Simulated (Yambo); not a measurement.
AgI (wurtzite, space group P6_3mc, No. 186), G0W0@LDA in Yambo; all else as in the reference (3×3×2 Γ-centred k mesh, bands 9 to 204 and a 7 Ry block in the screening, 204 bands in G with the Bruneval-Gonze terminator, plasmon pole fitted at 27.2 eV). One parameter is varied: the cutoff of the wavefunctions in Yambo, over 10, 20, 30, 50, 86 Ry.

Problem. From which value on does the gap Γ → Γ stay within 0.05 eV of the largest setting?

Solution. From 30 Ry on.
```tsv
cutoff of the wavefunctions in Yambo (Ry)	G0W0 gap (eV)	valence shift (eV)
10	1.86	-0.09
20	2.13	-0.50
30	2.32	-0.68
50	2.35	-0.72
86	2.35	-0.72
```
The last step of the sweep still moves the gap by 2 meV; the other settings are held fixed.

Spin-orbit coupling is not included.

Geometry relaxed with LDA; primitive cell a = b = 4.482 Å, c = 7.334 Å, α = β = 90.00°, γ = 120.00°.

A shift is the quasiparticle energy of the state minus its LDA energy.
